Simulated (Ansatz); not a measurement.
**Yb (omega (AlB2-type)): energy against volume**

All numbers below come from DFT, LDA (PW92), plane waves (420 eV) with PAW, scalar-relativistic (Ansatz). (PAW data from PBE, frozen cores regenerated.)

The cell is scaled uniformly from the relaxed one, with fractional coordinates and shape fixed. Energies are extrapolated to zero smearing, pressures are those at the given smearing. Magnetic state: spin not included.

A Birch-Murnaghan fit gives V₀ = 29.27 Å³/atom, B₀ = 26 GPa, B₀′ = 3.7.

(1) What are the energy above the minimum and the pressure at 25.845 Å³/atom?

(2) What are the energy above the minimum and the pressure at 28.194 Å³/atom?

(3) What are the energy above the minimum and the pressure at 31.719 Å³/atom?

## Answers

(1) 39.1 meV/atom and 4.17 GPa as computed.

(2) 3.4 meV/atom and 1.15 GPa as computed.

(3) 14.5 meV/atom and -1.67 GPa as computed.
